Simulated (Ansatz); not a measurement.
The elements of this relaxed trial crystal are hidden behind letters.

```
lattice vectors (Å)
   0.0000    3.9646    3.9646
   3.9646    0.0000    3.9646
   3.9646    3.9646    0.0000
fractional positions
X 0.5000 0.0000 0.0000
X 0.0000 0.5000 0.5000
X 0.0000 0.5000 0.0000
X 0.5000 0.0000 0.5000
X 0.0000 0.0000 0.5000
X 0.5000 0.5000 0.0000
Z 0.0000 0.0000 0.0000
```

Computed with Ansatz, DFT PBE, scalar-relativistic, plane waves, PAW. Settings of the last relaxation (7-atom cell): 420 eV, 8×8×8 k points, Gaussian smearing of 0.10 eV, no spin polarisation.

```
Space group                              : Fm-3m (No. 225)
Conventional cell                        : a = 7.929 Å
Volume per atom                          : 17.80 Å³
Density                                  : 4.79 g/cm³
Energy over the elements                 : +0.08 eV/atom
Gap on the 8×8×8 mesh of the 7-atom cell : 0 eV (a metal)
```

Energies are uncorrected and count from the elements' standard states at the same level.

**Question.** X is a d-block element of period 4 and Z is a p-block element of period 4. Which elements are they?

**Answer.** X = Ti, Z = Ge, so the formula is Ti6Ge. Density times volume gives a mean mass of 4.79 × 17.80/1.6605 = 51.3 u per atom, and this set has 51.4 u. Among the elements that the hints allow, noble gases aside, only these give it. Ti is surrounded by 2 Ge at 2.80 Å and 8 Ti at 2.80 Å; around Ge lie 12 Ti at 2.80 Å.

Symmetry constrained the relaxation, so the result can be a saddle point. Another cell of the same search, in C2, lies 287 meV/atom lower, so this cell isn't the stable form at this level.
